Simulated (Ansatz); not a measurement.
# In2Au: computed DOS

```yaml
crystal:
  lattice:
    - [0.00000, 3.25100, 3.25100]
    - [3.25100, 0.00000, 3.25100]
    - [3.25100, 3.25100, 0.00000]
  atoms:
    - { symbol: In, position: [0.25000, 0.25000, 0.25000] }
    - { symbol: In, position: [0.75000, 0.75000, 0.75000] }
    - { symbol: Au, position: [0.00000, 0.00000, 0.00000] }
```

Conventional cell: a = 6.502 Å, b = 6.502 Å, c = 6.502 Å, α = 90.00°, β = 90.00°, γ = 90.00°. In (atom 1) is surrounded by 4 Au at 2.82 Å. Au (atom 3) has 8 In at 2.82 Å as nearest neighbours.

The cell is COD entry 9009001, as deposited and not checked against the literature; nothing was relaxed.

No spin–orbit coupling, which matters for the heavy atoms here.

These are results of DFT, LDA, all-electron LAPW, scalar-relativistic (Ansatz 0.2.0), not measurements.

The runs use a Γ-centred 10×10×10 k mesh, Fermi–Dirac smearing of 0.05 eV, basis error target 0.5 meV/atom, no spin polarisation.

States per eV and cell, averaged over 0.6 eV, from -10.0 to 4.8 eV, with energies (bin centres) from the Fermi level; empty bins are left out. The partial columns, the largest 4 alone, are projections on Löwdin-orthogonalised atomic shells (those that the program's projection atoms carry: the occupied ones and, for some elements, an empty d or f shell; other empty shells have no column), summed over atoms of an element. Weights on diffuse s and p shells depend on that basis and aren't pure angular character.

| E (eV) | total | Au 5d | In 5p | In 5s | Au 6s |
| --- | --- | --- | --- | --- | --- |
| -9.8 | 0.16 | 0.00 | 0.03 | 0.08 | 0.05 |
| -9.2 | 0.37 | 0.00 | 0.10 | 0.17 | 0.09 |
| -8.6 | 0.55 | 0.02 | 0.18 | 0.23 | 0.11 |
| -8.0 | 0.86 | 0.08 | 0.28 | 0.34 | 0.14 |
| -7.4 | 0.80 | 0.13 | 0.23 | 0.32 | 0.11 |
| -6.8 | 0.59 | 0.18 | 0.11 | 0.24 | 0.05 |
| -6.2 | 3.24 | 1.67 | 0.45 | 1.07 | 0.00 |
| -5.6 | 4.35 | 3.54 | 0.65 | 0.07 | 0.05 |
| -5.0 | 8.58 | 7.89 | 0.43 | 0.05 | 0.12 |
| -4.4 | 1.62 | 1.01 | 0.30 | 0.15 | 0.14 |
| -3.8 | 0.94 | 0.34 | 0.29 | 0.17 | 0.11 |
| -3.2 | 0.99 | 0.27 | 0.38 | 0.22 | 0.09 |
| -2.6 | 0.96 | 0.21 | 0.41 | 0.24 | 0.07 |
| -2.0 | 1.01 | 0.16 | 0.54 | 0.22 | 0.05 |
| -1.4 | 1.28 | 0.15 | 0.83 | 0.21 | 0.05 |
| -0.8 | 1.13 | 0.11 | 0.73 | 0.20 | 0.04 |
| -0.2 | 1.02 | 0.08 | 0.64 | 0.21 | 0.04 |
| 0.4 | 0.96 | 0.07 | 0.61 | 0.19 | 0.03 |
| 1.0 | 0.91 | 0.07 | 0.53 | 0.22 | 0.02 |
| 1.6 | 1.02 | 0.08 | 0.54 | 0.30 | 0.03 |
| 2.2 | 1.66 | 0.10 | 0.87 | 0.52 | 0.07 |
| 2.8 | 0.76 | 0.03 | 0.38 | 0.17 | 0.10 |
| 3.4 | 1.39 | 0.05 | 0.71 | 0.26 | 0.23 |
| 4.0 | 1.91 | 0.08 | 1.14 | 0.19 | 0.29 |
| 4.6 | 1.52 | 0.05 | 1.00 | 0.09 | 0.19 |

Q: Where is the centre of the filled Au 5d states between -14 eV and the top of the filled states?

A: -5.01 eV from the Fermi level.
